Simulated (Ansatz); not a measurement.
Consider the following.

Bi2TeO2:
```
Bi2TeO2
1.0
    4.03594     0.00000     0.00000
   -2.01797     3.49523     0.00000
    0.00000     0.00000     7.33040
Bi Te O
2 1 2
Direct
  0.66667   0.33333   0.79837
  0.33333   0.66667   0.20163
  0.00000   0.00000   0.50000
  0.66667   0.33333   0.11438
  0.33333   0.66667   0.88562
```

This is the PBEsol-relaxed structure. Cartesian axes are those of the cell as given.

Problem. All from plane-wave PAW PBEsol (Ansatz code), unless another level is named. Give the bulk modulus (Birch–Murnaghan fit).

Solution. 87.4 GPa.

Problem. Give the elastic constants (relaxed ions, GPa).

Solution. C11 = 123, C12 = 63.6, C13 = 69.3, C14 = 13.2, C33 = 151, C44 = 58.5.

Space group P-3m1. The start of the workflow was typed in or built on a structure type; neither database checked (COD, Materials Project) lists it. Its standing as an ambient phase is unchecked. The cell was relaxed with PBEsol under the symmetry of its start; its stability against distortions is not shown here. The volume moved by 21 % from the start of the relaxation. Spin–orbit coupling is left out wherever it is not named.

Potentials: the earlier of the program's two PAW sets. The files were generated under PBE; for other functionals the program regenerates the frozen cores, and for LDA and PBEsol the local potential too.
